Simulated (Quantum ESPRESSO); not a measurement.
**Band energies of BaHCl**

```
CELL_PARAMETERS angstrom
      4.42150     0.00000     0.00000
      0.00000     4.42150     0.00000
      0.00000     0.00000     7.26852
ATOMIC_POSITIONS crystal
  H  0.50000 0.50000 0.00000
  H  0.00000 0.00000 0.00000
  Cl 0.50000 0.00000 0.65365
  Cl 0.00000 0.50000 0.34635
  Ba 0.00000 0.50000 0.79182
  Ba 0.50000 0.00000 0.20818
```

PBEsol (pw.x of Quantum ESPRESSO, ONCV potentials, without SOC); path ΓXMΓZRAZ,XR,MA; energies in eV from the valence-band maximum.

| k (1/Å) | point | band 14 | band 15 | band 16 | band 17 | band 18 | band 19 | band 20 | band 21 |
|---|---|---|---|---|---|---|---|---|---|
| 0.00 | Γ | -1.98 | -1.76 | -1.76 | -0.86 | -0.38 | 3.79 | 4.28 | 4.87 |
| 0.24 |  | -2.15 | -1.88 | -1.84 | -0.56 | -0.32 | 4.14 | 4.26 | 4.40 |
| 0.47 |  | -2.36 | -2.14 | -1.83 | -0.31 | -0.29 | 4.36 | 4.64 | 4.75 |
| 0.71 | X | -2.32 | -2.06 | -2.06 | -0.28 | -0.28 | 4.69 | 4.69 | 5.05 |
| 0.95 |  | -2.25 | -2.03 | -2.03 | -0.35 | -0.35 | 4.49 | 4.49 | 5.37 |
| 1.18 |  | -2.12 | -1.99 | -1.99 | -0.36 | -0.36 | 4.25 | 4.25 | 6.19 |
| 1.42 | M | -2.21 | -1.87 | -1.87 | -0.30 | -0.30 | 4.13 | 4.13 | 6.82 |
| 1.59 |  | -2.15 | -1.98 | -1.87 | -0.38 | -0.30 | 4.14 | 4.24 | 6.46 |
| 1.76 |  | -2.14 | -2.06 | -1.86 | -0.48 | -0.29 | 4.22 | 4.36 | 5.68 |
| 2.09 |  | -2.40 | -1.85 | -1.81 | -0.51 | -0.29 | 4.36 | 4.49 | 4.50 |
| 2.26 |  | -2.02 | -1.89 | -1.77 | -0.69 | -0.34 | 3.98 | 4.34 | 4.48 |
| 2.43 | Γ | -1.98 | -1.76 | -1.76 | -0.86 | -0.38 | 3.79 | 4.28 | 4.87 |
| 2.86 | Z | -2.29 | -1.73 | -1.73 | -0.35 | 0.00 | 3.28 | 4.11 | 5.11 |
| 3.04 |  | -2.15 | -1.88 | -1.81 | -0.30 | -0.01 | 3.52 | 4.32 | 4.93 |
| 3.39 |  | -2.26 | -2.19 | -1.98 | -0.16 | -0.08 | 4.75 | 4.93 | 5.18 |
| 3.57 | R | -2.33 | -2.10 | -2.10 | -0.13 | -0.13 | 4.86 | 4.86 | 5.59 |
| 3.92 |  | -2.21 | -2.08 | -2.08 | -0.25 | -0.25 | 5.23 | 5.23 | 5.43 |
| 4.10 |  | -2.34 | -1.91 | -1.91 | -0.29 | -0.29 | 5.12 | 5.12 | 5.82 |
| 4.28 | A | -2.44 | -1.85 | -1.85 | -0.29 | -0.29 | 5.08 | 5.08 | 6.03 |
| 4.42 |  | -2.33 | -1.93 | -1.84 | -0.30 | -0.28 | 5.09 | 5.12 | 5.80 |
| 4.57 |  | -2.24 | -2.10 | -1.84 | -0.26 | -0.26 | 5.16 | 5.25 | 5.49 |
| 4.71 |  | -2.25 | -2.13 | -1.83 | -0.23 | -0.17 | 5.07 | 5.43 | 5.49 |
| 5.00 |  | -2.14 | -2.07 | -1.79 | -0.26 | -0.03 | 3.89 | 4.64 | 4.90 |
| 5.14 |  | -2.18 | -1.86 | -1.75 | -0.32 | -0.01 | 3.44 | 4.26 | 4.97 |
| 5.28 | Z | -2.29 | -1.73 | -1.73 | -0.35 | 0.00 | 3.28 | 4.11 | 5.11 |
| 5.28 | X | -2.32 | -2.06 | -2.06 | -0.28 | -0.28 | 4.69 | 4.69 | 5.05 |
| 5.43 |  | -2.32 | -2.07 | -2.07 | -0.24 | -0.24 | 4.76 | 4.76 | 5.15 |
| 5.72 | R | -2.33 | -2.10 | -2.10 | -0.13 | -0.13 | 4.86 | 4.86 | 5.59 |
| 5.72 | M | -2.21 | -1.87 | -1.87 | -0.30 | -0.30 | 4.13 | 4.13 | 6.82 |
| 6.15 | A | -2.44 | -1.85 | -1.85 | -0.29 | -0.29 | 5.08 | 5.08 | 6.03 |

The PBEsol gap is direct, 3.28 eV at Z.

Geometry of the Materials Project entry, not relaxed at this level.
